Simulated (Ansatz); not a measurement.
## LiGa (Fd-3m): phonons

Computed with PBEsol, all-electron LAPW in Ansatz 0.2.0, scalar-relativistic; not a measurement.

The cell is the relaxed one with its volume scaled by 1.015.

The structure is one entry of a database and needn't be the stable phase.

Command line:

```sh
ansatz run input.yaml --threads 1 --pin off --max-ram 3072MiB --backend cpu --events-out ev --progress --plain --runs-dir out
```

Input:

```yaml
crystal:
  lattice:
    - [0.0, 3.0916506149, 3.0916506149]
    - [3.0916506149, 0.0, 3.0916506149]
    - [3.0916506149, 3.0916506149, 0.0]
  atoms:
    - { symbol: Li, position: [0.0, 0.0, 0.0] }
    - { symbol: Li, position: [0.25, 0.25, 0.25] }
    - { symbol: Ga, position: [0.5, 0.5, 0.5] }
    - { symbol: Ga, position: [0.75, 0.75, 0.75] }
kpoints:
  mp_grid: { grid: [8, 8, 8] }
scf:
  occupations: { method: fermi_dirac, width: 0.08 }
hamiltonian:
  xc: pbesol
  pseudopotentials: { kind: all_electron, lapw: { basis_error: 0.001 } }
phonons:
  supercell: [1, 1, 1]
```

Output (shortened where marked):

```
Warning: RAYON_NUM_THREADS=1 ignored (pool sized by the plan → 1); use --threads N
LAPW: plane waves up to 8.554 Å⁻¹, error target 1.0e-3 eV per atom; small_component_spin mean_spin; Li in spheres of 1.299 Å, 3 of its electrons in bands, Dirac shells []; Ga in spheres of 1.299 Å, 21 of its electrons in bands, ...
Engine: ansatz 0.2.0, aarch64-unknown-linux-gnu
Pseudopotentials: kind: all_electron
Pseudopotential: Li, LAPW, valence charge 3, lapw/all_electron/scalar/gaussian/Li, Koelling and Harmon's equation, gaussian nucleus
Pseudopotential: Ga, LAPW, valence charge 21, lapw/all_electron/scalar/gaussian/Ga, Koelling and Harmon's equation, gaussian nucleus
Functional definition: PBEsol
  exchange = pbesol_x
  correlation = pbesol_c
Crystal: 4 atoms, lattice volume = 59.102 Å³
Basis set: ecut = 278.7995414121951 eV, 609 PW (Γ), exchange–correlation at level 2
Bands: 29, of which v1, the nominal top of the filled ones, is band 24 counted from 1 (23 counted from 0)
Symmetry: 48 space group operations
k-points: 29 of 512
Non-local potential: Li, projectors of the file, none
Non-local potential: Ga, projectors of the file, none
Initial density: superposition of atomic densities (chi_scale 0.1, normalization cell, long waves kept (reshape's long-wave potential 0.00 eV rms))
Initial wavefunctions: plane waves of lowest kinetic energy (no species holds an atomic orbital)
Functional: x = pbesol(κ = 0.804, μ = 0.12345679012345678), c = pbesol(β = 0.046)
iter 1 solved again at ethr=1.47e-4 eV; its pass at ethr=1.00e-1 eV (dr2=7.05e-2 eV) is discarded
SCF iter   1: F=—  HF=-106127.661230 eV  |F-HF|=—  |Δ(HF+E_count)|=         —  Δρ=1.40e-2  dr2=7.06e-2  ethr=1.47e-4  ⟨swp⟩=2.9  Hψ=5673  notcnv=0
preconditioner: auto → Kerker (q_TF=auto, 2.635 Å⁻¹)  [metal: Δε(μ)=0.118 eV  Ē_g=14.901 eV  σ=0.080 eV  W_gap=0.33  n_scr=14 (ndim 8)  ℏωp=25.6 eV  f_vac=0.000  D(μ)=0.80/eV (n_scr^D=0)]
SCF iter   2: F=—  HF=-106127.498936 eV  |F-HF|=—  |Δ(HF+E_count)|=   1.62e-1  Δρ=7.81e-3  dr2=3.54e-2  ethr=1.47e-4  ⟨swp⟩=3.0  Hψ=2654  notcnv=0
SCF iter   3: F=—  HF=-106127.459000 eV  |F-HF|=—  |Δ(HF+E_count)|=   3.99e-2  Δρ=6.19e-3  dr2=2.11e-2  ethr=7.37e-5  ⟨swp⟩=2.0  Hψ=2370  notcnv=0
SCF iter   4: F=—  HF=-106127.453449 eV  |F-HF|=—  |Δ(HF+E_count)|=         —  Δρ=2.83e-3  dr2=6.50e-3  ethr=4.40e-5  ⟨swp⟩=2.0  Hψ=2370  notcnv=0
the basis was enlarged: its passes take 133.1 KiB over the memory plan, 1 of 1 planned eigensolver slots
iter 5 solved again at ethr=7.00e-7 eV; its pass at ethr=1.35e-5 eV (dr2=3.36e-4 eV) is discarded
SCF iter   5: F=—  HF=-106127.452585 eV  |F-HF|=—  |Δ(HF+E_count)|=   8.64e-4  Δρ=5.48e-4  dr2=3.34e-4  ethr=7.00e-7  ⟨swp⟩=2.0  Hψ=4102  notcnv=0
SCF iter   6: F=—  HF=-106127.452523 eV  |F-HF|=—  |Δ(HF+E_count)|=   6.21e-5  Δρ=1.29e-4  dr2=1.27e-5  ethr=6.97e-7  ⟨swp⟩=2.0  Hψ=2370  notcnv=0
SCF iter   7: F=—  HF=-106127.452524 eV  |F-HF|=—  |Δ(HF+E_count)|=   1.33e-6  Δρ=3.00e-5  dr2=1.10e-6  ethr=2.65e-8  ⟨swp⟩=2.0  Hψ=2370  notcnv=0
SCF iter   8: F=—  HF=-106127.452524 eV  |F-HF|=—  |Δ(HF+E_count)|=   5.21e-7  Δρ=7.77e-6  dr2=5.34e-8  ethr=2.29e-9  ⟨swp⟩=2.0  Hψ=2371  notcnv=0
[...]
SCF 1 converged in 10 iterations: F = -106127.452524 eV  dr2 = 4.78e-11
[...]
preconditioner: auto → Kerker (q_TF=auto, 2.635 Å⁻¹)  [metal: Δε(μ)=0.061 eV  Ē_g=15.669 eV  σ=0.080 eV  W_gap=0.19  n_scr=14 (ndim 8)  ℏωp=25.6 eV  f_vac=0.000  D(μ)=0.80/eV (n_scr^D=0)]
SCF iter   2: F=—  HF=-106127.452422 eV  |F-HF|=—  |Δ(HF+E_count)|=   1.44e-5  Δρ=1.66e-4  dr2=4.18e-5  ethr=1.65e-7  ⟨swp⟩=2.0  Hψ=7755  notcnv=0
iter 3 solved again at ethr=6.13e-9 eV; its pass at ethr=8.71e-8 eV (dr2=2.94e-6 eV) is discarded
SCF iter   3: F=—  HF=-106127.452408 eV  |F-HF|=—  |Δ(HF+E_count)|=   1.39e-5  Δρ=4.38e-5  dr2=2.94e-6  ethr=6.13e-9  ⟨swp⟩=2.0  Hψ=13512  notcnv=0
SCF iter   4: F=—  HF=-106127.452408 eV  |F-HF|=—  |Δ(HF+E_count)|=   6.98e-7  Δρ=9.08e-6  dr2=6.37e-8  ethr=6.12e-9  ⟨swp⟩=3.0  Hψ=8011  notcnv=0
SCF iter   5: F=—  HF=-106127.452408 eV  |F-HF|=—  |Δ(HF+E_count)|=   1.57e-7  Δρ=6.96e-6  dr2=3.43e-8  ethr=1.33e-10  ⟨swp⟩=2.2  Hψ=7790  notcnv=0
SCF iter   6: F=—  HF=-106127.452408 eV  |F-HF|=—  |Δ(HF+E_count)|=   9.40e-9  Δρ=3.37e-6  dr2=8.78e-9  ethr=7.14e-11  ⟨swp⟩=2.0  Hψ=7755  notcnv=0
SCF iter   7: F=-106127.452408 eV  HF=-106127.452408 eV  |F-HF|=5.82e-11  |Δ(HF+E_count)|=  9.31e-10  Δρ=4.69e-7  dr2=2.42e-10  ethr=1.83e-11  ⟨swp⟩=2.1  Hψ=7768  notcnv=0
SCF 2 converged in 7 iterations: F = -106127.452408 eV  dr2 = 2.42e-10
iter 1 solved again at ethr=4.47e-7 eV; its pass at ethr=1.00e-1 eV (dr2=2.14e-4 eV) is discarded
SCF iter   1: F=—  HF=-106127.452389 eV  |F-HF|=—  |Δ(HF+E_count)|=         —  Δρ=3.83e-4  dr2=2.13e-4  ethr=4.47e-7  ⟨swp⟩=5.1  Hψ=23124  notcnv=0
preconditioner: auto → Kerker (q_TF=auto, 2.635 Å⁻¹)  [metal: Δε(μ)=0.032 eV  Ē_g=15.669 eV  σ=0.080 eV  W_gap=0.10  n_scr=14 (ndim 8)  ℏωp=25.6 eV  f_vac=0.000  D(μ)=0.80/eV (n_scr^D=0)]
SCF iter   2: F=—  HF=-106127.452340 eV  |F-HF|=—  |Δ(HF+E_count)|=   4.86e-5  Δρ=2.56e-4  dr2=9.85e-5  ethr=4.43e-7  ⟨swp⟩=2.0  Hψ=7753  notcnv=0
iter 3 solved again at ethr=1.75e-8 eV; its pass at ethr=2.05e-7 eV (dr2=8.42e-6 eV) is discarded
SCF iter   3: F=—  HF=-106127.452306 eV  |F-HF|=—  |Δ(HF+E_count)|=   3.42e-5  Δρ=7.35e-5  dr2=8.42e-6  ethr=1.75e-8  ⟨swp⟩=2.0  Hψ=13424  notcnv=0
SCF iter   4: F=—  HF=-106127.452303 eV  |F-HF|=—  |Δ(HF+E_count)|=   2.65e-6  Δρ=1.16e-5  dr2=9.39e-8  ethr=1.75e-8  ⟨swp⟩=3.0  Hψ=7966  notcnv=0
SCF iter   5: F=—  HF=-106127.452303 eV  |F-HF|=—  |Δ(HF+E_count)|=   2.03e-8  Δρ=6.01e-6  dr2=2.93e-8  ethr=1.96e-10  ⟨swp⟩=2.0  Hψ=7758  notcnv=0
SCF iter   6: F=—  HF=-106127.452303 eV  |F-HF|=—  |Δ(HF+E_count)|=   7.04e-8  Δρ=3.11e-6  dr2=8.68e-9  ethr=6.09e-11  ⟨swp⟩=2.0  Hψ=7754  notcnv=0
SCF iter   7: F=-106127.452303 eV  HF=-106127.452303 eV  |F-HF|=1.46e-11  |Δ(HF+E_count)|=   1.83e-9  Δρ=5.00e-7  dr2=2.40e-10  ethr=1.81e-11  ⟨swp⟩=2.1  Hψ=7759  notcnv=0
SCF 3 converged in 7 iterations: F = -106127.452303 eV  dr2 = 2.40e-10
SCF converged after 10 iterations
Free energy (F): -106127.452524 eV
Harris-Foulkes:  -106127.452524 eV  (|F-HF|=1.75e-10)
Internal energy: -106127.435614 eV  (E = F + TS)
E sigma→0 (E₀):  -106127.444069 eV
Entropy (-TS):   -0.016910 eV (-4.227 meV/atom)
Fermi energy:    9.505243 eV
--- Per-component energies (eV) ---
  E_band       = -1788.972023
  E_kinetic    = 108190.564790
  E_xc         = -4138.024702
  E_electrostatic = -210179.975702  (all electrons and nuclei)
  E_smearing   = -0.016910  (= −TS)
  E_closure    = 0.000000  (closes the sum)
  Σ components = -106127.452524   (vs F -106127.452524, Δ=0.00e0)
  Basis errors (estimates in eV, not in F): energy 1.4e-4 per atom: plane waves 1.2e-4 (6.6e-5 summed), levels above the bands 1.9e-22, relativity 4.7e-9, radial functions 1.8e-5, core shells 3.1e-11; eigenvalues (radial ...
--- Forces (eV/Å), atoms counted from 1 ---
  atom   1  Li     0.00000000    -0.00000000    -0.00000000
  atom   2  Li     0.00000000    -0.00000000    -0.00000000
  atom   3  Ga     0.00000000    -0.00000000    -0.00000000
  atom   4  Ga     0.00000000    -0.00000000    -0.00000000
  max |Σ_I F_I| component: 1.46e-17 eV/Å
--- Phonons: 2 displaced members + reference (amplitude 0.01 Å, Σ member SCF iterations 14) ---
  symmetry images taken by strict's conditions (phonons.symmetry_images: auto; settled by no image being taken that strict refuses)
  ASR residual: 1.100e-3 → 0.000e0 eV/Å²; symmetrization residual: 3.652e-4 eV/Å²
  largest component of a force at the reference: 6.9e-18 eV/Å
  ASR residual per site (eV/Å²): 5.25e-4 5.25e-4 1.10e-3 1.10e-3
  Γ frequencies (cm⁻¹): 0.00 0.00 0.00 166.31 166.31 166.31 245.15 245.15 245.15 358.88 358.88 358.88
  density of states and harmonic sums: on the 17×17×17 q-mesh, interpolated from the force constants of a 1×1×1 supercell (no non-analytic term)
  largest difference from the sums on the solved wave vectors: F 5.27e-1 eV, S 7.85e-4 and C_V 2.58e-4 eV/K
```

Self-consistency was reached.

### Zone-centre phonons

Harmonic phonons of a crystal by Kohn-Sham DFT at the given cell, standard atomic masses, acoustic sum rule imposed; negative wavenumbers are unstable modes; optical zone-centre levels upwards with Mulliken labels, activity, and the element with most of the kinetic energy.

```json
{"Point group": "m-3m"}
```

```tsv
number	phonon wavenumber (cm⁻¹)	label	infrared	raman	lead element
1	166.3	T2g	no	yes	Ga
2	245.2	T1u	yes	no	Li
3	358.9	T2g	no	yes	Li
```

Limits of these numbers: responses of metals move with mesh and smearing; cell scaled away from its relaxed volume; zone-boundary modes aren't tested; activity by symmetry alone, a metal screens infrared modes.

Time and hardware: 2.6 min on 1 thread of Arm Neoverse V1 (shared host), peak memory 0.55 GiB.
